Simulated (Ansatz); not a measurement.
Yb (fcc, Cu type)

```xyz
1
Lattice="0.0000 2.5990 2.5990 2.5990 0.0000 2.5990 2.5990 2.5990 0.0000" Properties=species:S:1:pos:R:3 pbc="T T T"
Yb     0.0000     0.0000     0.0000
```

E(V) scan at fixed shape, V₀ the volume above. Symmetry pins the atoms to their sites.

Level of theory: r2SCAN (plane waves to 500 eV, PAW, scalar-relativistic; Ansatz, a quantum-chemistry and plane-wave program). k mesh 15×15×15 (Γ-centred), Fermi-Dirac smearing 0.05 eV. E stands for the smeared free energy. Compression counts positive. The PAW data are Ansatz's earlier set. The relaxed volume of Yb is well below the measured one. Yb is run without spin polarisation. Yb was relaxed with its symmetry unable to fall. The filling of the f shell was not checked against other fillings, so treat energies with care. ΔE is measured from the relaxed starting cell. The last digit holds for this mesh only.

```tsv
V (Å³/atom)	ΔE (meV/atom)
31.600	26.1
32.478	14.2
33.355	6.1
34.233	1.5
35.111	0.0
35.989	1.3
36.866	withheld
37.744	11.1
38.622	19.2
```

Task: Fit a third-order Birch-Murnaghan form (E₀, V₀, B₀, B₀′ free) to the given rows and predict ΔE at V = 36.866.

Result: Least squares on the 8 given rows: ΔE = E₀ + (9V₀B₀/16)·y²·[2 + (B₀′ − 4)y], y = (V₀/V)^(2/3) − 1, with V₀ = 35.130 Å³/atom, B₀ = 20.31 GPa (160.2 GPa = 1 eV/Å³; the term in eV is multiplied by 1000), B₀′ = 3.28, E₀ = 0.00 meV/atom; root-mean-square residual 0.01 meV/atom. At 36.866 the fit gives 5.1 meV/atom; the calculation gives 5.1 meV/atom, the same to the digits shown. For the pressure the fit gives -0.9 GPa against the computed -0.9 GPa.

(A scan under strain: stresses follow from slopes of the energy per volume, elastic moduli from its curvatures.)
